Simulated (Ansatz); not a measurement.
GaAs:
```xyz
4
Lattice="3.9480 0.0000 0.0000 -1.9740 3.4191 0.0000 0.0000 0.0000 6.5103" Properties=species:S:1:pos:R:3 pbc="T T T"
Ga     0.0000     2.2794     0.0004
Ga     1.9740     1.1397     3.2556
As     0.0000     2.2794     2.4345
As     1.9740     1.1397     5.6896
```

Relaxed with LDA. Special points in fractions of this cell's reciprocal vectors: Γ (0.000, 0.000, 0.000); M (0.500, 0.000, 0.000); K (0.333, 0.333, 0.000); A (0.000, 0.000, 0.500); L (0.500, 0.000, 0.500); H (0.333, 0.333, 0.500).

**Question.** List the band energies nearest the valence-band maximum at these points for LDA in the plane-wave PAW code Ansatz.

**Answer.** In eV from the valence-band maximum; about four levels below and three above (degenerate sets whole), none deeper than 8.9 eV; points with the same levels are listed once.

```tsv
k	below	above
Γ	-1.31 -1.31 -0.20 0.00 0.00	0.50 0.64 3.43 3.43
M	-4.32 -2.85 -2.57 -1.28	1.18 2.27 3.70
K	-4.77 -3.23 -3.23 -2.97	2.02 4.80 4.80
A	-0.75 -0.75 -0.75 -0.75	1.40 1.40 4.27 4.27 4.27 4.27
L	-2.32 -2.32 -2.20 -2.20	1.17 1.17 2.82 2.82
H	-4.06 -4.06 -1.84 -1.84	1.99 1.99 4.62 4.62
```

Space group P6_3mc (wurtzite). The first step of the workflow began from a Materials Project structure, measured or hypothetical; the Crystallography Open Database copy checked does not list it. It is not the phase usual at ambient conditions (space group No. 216). The LDA relaxation kept the symmetry of its start; phonons on a q-mesh show no instability. Scalar-relativistic: spin–orbit coupling is off unless named, which matters more the heavier the elements.

Potentials: the earlier of the program's two PAW sets.
